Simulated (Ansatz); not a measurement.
Polymorphs of Si3N4, each relaxed with PBE (plane waves, PAW; program Ansatz):

A: P6_3/m
a = b = 7.6632 Å, c = 2.9263 Å, α = β = 90.00°, γ = 120.00°

```tsv
atom	site	symmetry	x	y	z
Si	6h	m..	0.4061	0.2311	0.2500
N	2d	-6..	0.6667	0.3333	0.2500
N	6h	m..	0.0308	0.3300	0.2500
```

B: Fd-3m
a = b = c = 7.7885 Å, α = β = γ = 90.00°

| atom | site | symmetry | x | y | z |
|---|---|---|---|---|---|
| Si | 16c | .-3m | 0.1250 | 0.1250 | 0.1250 |
| Si | 8b | -43m | 0.5000 | 0.5000 | 0.5000 |
| N | 32e | .3m | 0.3675 | 0.3675 | 0.3675 |

Q: Order them by energy per atom at 0 K (lowest first) at the level PBE.

A: A (+0 meV/atom), B (+144 meV/atom)

Q: Give each one's gap.

A: A 4.25 eV; B 3.34 eV.

All cells were relaxed under the symmetry of their starts (and spin orders); stability against distortions was not tested throughout.

Energies hold the estimated change up to a 700 eV cutoff; steps of a few meV lie near the error of the meshes.

Potentials: the earlier of the program's two PAW sets.
